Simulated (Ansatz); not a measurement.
## Structures of ZnS: which is lowest?

Plane-wave DFT in Ansatz with scalar-relativistic PAW potentials, cutoff 500 eV, Γ-centred meshes chosen by cell and gap, Gaussian smearing with energies taken to zero width. Every cell was relaxed (cell and atoms) in a run of its own, within the symmetry of its start. Functional: r2SCAN.

Relaxed structures (starts from databases or built by putting these elements on another compound's sites):
A. P6_3mc, 8 atoms in the computed cell, a = 3.809 Å, c = 12.467 Å; sites (symmetry × multiplicity) Zn 3m. × 2 + 3m. × 2, S 3m. × 2 + 3m. × 2; start: database
B. F-43m, 2 atoms in the computed cell, a = 5.388 Å; sites (symmetry × multiplicity) Zn -43m × 4, S -43m × 4; start: database

Q: Rank them by energy. Could pressure change the order?

A:
| structure | group | E − E(lowest) (meV/atom) | V (Å³/atom) | gap on mesh (eV) |
| --- | --- | --- | --- | --- |
| B | F-43m | 0.0 | 19.56 | 2.70 |
| A | P6_3mc | 1.7 | 19.58 | 2.74 |

B and A are level within the 2 meV/atom that separate runs leave open. The two lowest differ in volume by under 3 %, too little for a first-order estimate of what pressure does to that pair (other pairs aren't weighed here). Other structures may lie lower than all of these, and vibrations aren't counted.